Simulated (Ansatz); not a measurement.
Computed properties of NbAg

NbAg:
```
CELL_PARAMETERS angstrom
      4.71075     0.00000     0.00000
      0.00000     2.73916     0.00000
      0.00000     0.00000     5.23577
ATOMIC_POSITIONS crystal
  Ag 0.25000 0.00000 0.85289
  Ag 0.75000 0.00000 0.14711
  Nb 0.25000 0.50000 0.35023
  Nb 0.75000 0.50000 0.64977
```

Space group Pmma (No. 51); conventional cell a = 4.7107 Å, b = 2.7392 Å, c = 5.2358 Å, α = β = γ = 90.00°.

Method: the program Ansatz at the PBEsol level (PAW). Geometry: relaxed at this level of theory. Other levels are named where they apply.

Cell and energy:

```yaml
volume_per_atom: 16.89 Å³
density: 9.87 g/cm³
Formation energy from the elements (no fitted shifts): 0.24 eV/atom
```

Electronic structure:

```yaml
electronic_character: metallic (no gap)
Density of states at the Fermi level: 0.57 states/eV per atom (mean over ±0.08 eV)
Gap with spin–orbit coupling: none (metallic)
```

Mechanics:

```yaml
Bulk modulus (Birch–Murnaghan fit): 164 GPa
Pressure derivative B′: 4.9
```

Phonons:

```yaml
highest_zone_centre_frequency: 199 cm⁻¹
zone_centre_stability: unstable, softest mode 41i cm⁻¹
```

The start of the workflow was typed in or built on a structure type; neither database checked (COD, Materials Project) lists it. Whether it is the stable phase at ambient conditions was not checked. The cell was relaxed with PBEsol under the symmetry of its start; phonons show weakly imaginary modes. The run is not spin-polarised. Its formation energy is positive at this level, so the cell may be metastable or incomplete. As this level gives no gap, phonon frequencies hold no LO–TO term and depend on the k-mesh and smearing (Fermi–Dirac, 0.1 eV here). Axis ratios of metals converge slowly with the k-mesh, so a and c are less sure than the volume. The references are the lowest solids computed at this level, not always the standard phases. Scalar-relativistic: spin–orbit coupling is off unless named, which matters more the heavier the elements.

Potentials: the later of the program's two PAW sets.
